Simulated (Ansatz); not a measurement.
Level of theory: DFT PBE, scalar-relativistic, plane waves, PAW in Ansatz 0.2.0. All cells share a 420 eV cutoff and Γ-centred k meshes spaced at most about 0.3 Å⁻¹ (about 0.25 or finer for metals, 2π included). No spin polarisation in the final relaxations.

Temperature and zero-point effects are left out. All come from trial cells, and lower structures may exist.

Question: These unrelaxed guesses for Si3WC2 are each relaxed within their symmetry. Order them by the energy at which they end, lowest first.
1.

Space group P6/mmm (No. 191). a = 5.655 Å, b = 5.655 Å, c = 3.090 Å, α = 90.00°, β = 90.00°, γ = 120.00°
| atom | site | symmetry | x | y | z |
| --- | --- | --- | --- | --- | --- |
| Si | 3g | mmm | 0.0000 | 0.5000 | 0.5000 |
| W | 1a | 6/mmm | 0.0000 | 0.0000 | 0.0000 |
| C | 2c | -6m2 | 0.6667 | 0.3333 | 0.0000 |

2.

Space group P6/mmm (No. 191). a = 4.679 Å, b = 4.679 Å, c = 5.747 Å, α = 90.00°, β = 90.00°, γ = 120.00°
```tsv
atom	site	symmetry	x	y	z
Si	3f	mmm	0.5000	0.0000	0.0000
W	1a	6/mmm	0.0000	0.0000	0.0000
C	2c	-6m2	0.3333	0.6667	0.0000
```

3.

Space group Cmmm (No. 65). a = 5.835 Å, b = 8.898 Å, c = 2.904 Å, α = 90.00°, β = 90.00°, γ = 90.00°
| atom | site | symmetry | x | y | z |
| --- | --- | --- | --- | --- | --- |
| Si | 2a | mmm | 0.0000 | 0.0000 | 0.0000 |
| Si | 4f | ..2/m | 0.2500 | 0.7500 | 0.5000 |
| W | 2b | mmm | 0.5000 | 0.0000 | 0.0000 |
| C | 4i | m2m | 0.5000 | 0.2844 | 0.0000 |

Answer: 3 (ends in Cmmm, 0 meV/atom), 1 (ends in P6/mmm, 0.34 eV/atom), 2 (ends in P6/mmm, 0.65 eV/atom). Even the lowest end lies +0.79 eV/atom against the elements.

Spin–orbit coupling, which can matter for W, is left out. Cells relaxed within their symmetry can be saddle points. Some candidate types were left out of the draw beforehand, so a known form may be missing.
